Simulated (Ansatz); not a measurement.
# Na2TiO3: ⁴⁷Ti nuclear quadrupole resonance

Cell: a Materials Project structure (computed, not necessarily an observed phase), taken as it stands.

Space group C2/c (No. 15); a = 5.3052, b = 9.1938, c = 10.8426 Å, β = 99.64°.

| site | Wyckoff | site symmetry | x | y | z |
| --- | --- | --- | --- | --- | --- |
| Na1 | 8f | 1 | 0.2357 | 0.0790 | 0.4995 |
| Na2 | 4c | -1 | 0.2500 | 0.2500 | 0.0000 |
| Na3 | 4e | 2 | 0.5000 | 0.4159 | 0.2500 |
| Ti9 | 4e | 2 | 0.5000 | 0.2491 | 0.7500 |
| Ti10 | 4e | 2 | 0.5000 | 0.0830 | 0.2500 |
| O13 | 8f | 1 | 0.1530 | 0.1030 | 0.1469 |
| O14 | 8f | 1 | 0.4112 | 0.0846 | 0.8523 |
| O15 | 8f | 1 | 0.3463 | 0.2274 | 0.3519 |

One atom of each set is listed; the run and its k-mesh use a cell of 24 atoms with edges of 5.31, 5.31, 10.84 Å.

All values are calculated (Ansatz; DFT, PBE, plane waves and PAW, scalar-relativistic, 420 eV cutoff, Γ-centred 5×5×2 k-points, Fermi–Dirac smearing 0.02 eV), not measured.

⁴⁷Ti: I = 5/2, Q = 302.0 mb (year-2017 value). Static lattice, zero field.

**Question.** At which frequencies do the ⁴⁷Ti NQR lines lie?

**Answer.** For I = 5/2 and η = 0 the lines are 3|C_Q|/20 and twice that; η pulls their ratio below 2.

```
site  atoms  V_zz (10²¹ V/m²)  C_Q (MHz)     η  line frequencies (MHz)
 Ti9      2              0.75       5.46  0.04             0.821, 1.64
Ti10      2              0.65       4.72  0.18             0.731, 1.41
```

**Question.** And for Ti-49 (I = 7/2, Q = 247.0 mb) on Ti9?

**Answer.** C_Q scales with Q to 4.47 MHz, with lines at 0.321, 0.638, 0.957 MHz.

The run took 52 s of wall time (53 s of CPU time) and 0.78 GiB at its peak, on 1 thread of Arm Neoverse V1 (aarch64; 8 cores open to the job, memory cap 2.5 GiB, no GPU), a shared host with a load of 0.8 a core.
